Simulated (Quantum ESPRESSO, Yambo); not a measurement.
SrGaSnH under isotropic strain

```
SrGaSnH
1.0
    4.42849     0.00000     0.00000
   -2.21424     3.83518     0.00000
    0.00000     0.00000     5.00123
H Ga Sr Sn
1 1 1 1
Cartesian
  2.21424   1.27839   4.71792
  2.21424   1.27839   2.98780
  0.00000   0.00000   4.99538
  0.00000   2.55679   2.24907
```

SrGaSnH (space group P3m1, No. 156) under isotropic strain (on all lattice vectors), counted from the cell relaxed with PBEsol, atoms relaxed at each step. norm-conserving PBEsol (Quantum ESPRESSO, 80 Ry, without SOC); G0W0 and BSE in Yambo (3×3×2 Γ-centred k mesh, 168 bands and a 8 Ry block in the screening, 168 bands in G with the Bruneval-Gonze terminator, plasmon pole fitted at 27.2 eV; BSE 6×6×4 mesh, 4 valence and 10 conduction bands, static screening with 51 bands and a 4 Ry block, scissor from each state's G0W0).

```
strain (%)  pressure (GPa)  PBEsol gap (eV)      kind  G0W0 direct gap (eV)  lowest vertical BSE state (eV)  RPA ε∞ along x
----------  --------------  ---------------  --------  --------------------  ------------------------------  --------------
-3                     5.3             0.31  indirect             1.69 at A                    not resolved               –
-1.5                   2.4             0.42  indirect             1.40 at A                    not resolved               –
-0.7                   1.1             0.46  near tie             1.25 at A                    not resolved               –
0                      0.0             0.44  indirect             1.13 at A                    not resolved               –
+1                    -1.3             0.42  near tie             0.95 at A                    not resolved               –
+2                    -2.5             0.28    direct             0.78 at A                    not resolved               –
```

Between -0.7 % and +1 % the direct gap at A has a volume deformation potential dE/dlnV of -6.0 eV in G0W0 and -5.2 eV in PBEsol.

Between +0 % and +2 % the PBEsol gap turns from indirect to direct. GW, BSE and RPA settings are held fixed; their convergence isn't established. «Near tie»: competing band extrema lie within 0.03 eV. Strains are linear. The screening block changes size along the series (225 vectors at -3 %, 225 vectors at -1.5 %, 237 vectors at -0.7 %, 237 vectors at +0 %, 237 vectors at +1 %, 237 vectors at +2 %), which puts steps into the G0W0 values. Spin-orbit splittings are left out. Axes are Cartesian, with cell vectors (Å) (4.43, 0.00, 0.00), (-2.21, 3.84, 0.00), (0.00, 0.00, 5.00).

The standard potentials for Ga, Sn keep a d shell in the valence without the s and p states of that shell. In tests on such compounds this moved G0W0 gaps by up to about 0.9 eV, so absolute quasiparticle energies here are unreliable; differences between settings are what counts.
